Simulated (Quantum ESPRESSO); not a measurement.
```cif
data_Ge8
_chemical_formula_sum 'Ge8'
_space_group_name_H-M_alt 'Fd-3m :1'
_space_group_IT_number 227
_space_group_name_Hall 'F 4d 2 3 -1d'
_cell_length_a 5.62270
_cell_length_b 5.62270
_cell_length_c 5.62270
_cell_angle_alpha 90.000
_cell_angle_beta 90.000
_cell_angle_gamma 90.000
loop_
_atom_site_label
_atom_site_type_symbol
_atom_site_symmetry_multiplicity
_atom_site_Wyckoff_symbol
_atom_site_fract_x
_atom_site_fract_y
_atom_site_fract_z
_atom_site_occupancy
Ge1 Ge 8 b 0.50000 0.50000 0.50000 1
```
(The calculation used a cell of 2 atoms; values per cell refer to that cell.)

Cell and atoms were relaxed with LDA from Materials Project entry mp-32, within its symmetry.

### Question
What does norm-conserving LDA (Quantum ESPRESSO, 78 Ry, without SOC) give for the electronic structure near the Fermi level?

### Answer
At this level the gap is closed or nearly so: along the path the highest valence and lowest conduction bands touch, or overlap by less than 0.6 eV, a zero-gap or semimetallic result; the valence top lies at Γ, the conduction bottom at Γ. Semilocal functionals close the gaps of some narrow-gap semiconductors, so this alone doesn't show that the compound has none. Spin-orbit splittings are left out.
